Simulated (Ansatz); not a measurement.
## BaCuGe: why energy differences converge before total energies

Level of theory: Ansatz, DFT PBEsol, scalar-relativistic, plane waves, PAW.

```xyz
3
Lattice="4.2343 0.0000 0.0000 -2.1172 3.6670 0.0000 0.0000 0.0000 5.0455" Properties=species:S:1:pos:R:3 pbc="T T T"
Ba    0.0000    0.0000    0.0000
Cu    0.0000    2.4447    2.5228
Ge    2.1172    1.2223    2.5228
```

```
Γ-centred k-mesh : 12×12×8
occupation rule  : Gaussian smearing, 0.1 eV
spin treatment   : unpolarised
```

A second cell has all atoms moved and the lattice slightly strained:

```yaml
crystal:
  lattice:
    - [4.23804, -0.03302, -0.02778]
    - [-2.14762, 3.64830, 0.01186]
    - [-0.03311, -0.00280, 5.10162]
  atoms:
    - { symbol: Ba, position: [0.98101, 0.02651, 0.04271] }
    - { symbol: Cu, position: [0.37835, 0.68697, 0.46294] }
    - { symbol: Ge, position: [0.65367, 0.32368, 0.53421] }
```

It ran on a 8×8×6 mesh, another than the first cell's, which shifts the difference by nearly the same amount at every cutoff. Both were run at several values of the cutoff; energies per atom at zero smearing, errors against the largest value (420 eV), which isn't proved converged itself.

```csv
cutoff,"error, first cell (meV)","error, second cell (meV)"
250 eV,1267.38,1269.50
300 eV,141.64,140.42
350 eV,8.11,8.11
```

Q: At the largest value the second cell lies 81.11 meV/atom above the first. What is the error of that difference at each value, and where does each quantity come within 1 meV/atom?

A: The error of the difference is the second cell's error less the first's:
| cutoff | difference (meV) | its error (meV) |
| --- | --- | --- |
| 250 eV | 83.23 | 2.12 |
| 300 eV | 79.89 | -1.22 |
| 350 eV | 81.11 | 0.01 |

No value below the largest brings the first cell's total energy within 1 meV/atom, while the difference is there from 350 eV on. Most of the error cancels, by a factor of about 597 in the median. A missing short wave mostly misdescribes the region near each nucleus, which both cells share; what doesn't cancel comes largely from the change of volume and bonding.

1 further run of this set isn't shown, and 1 didn't finish or converge.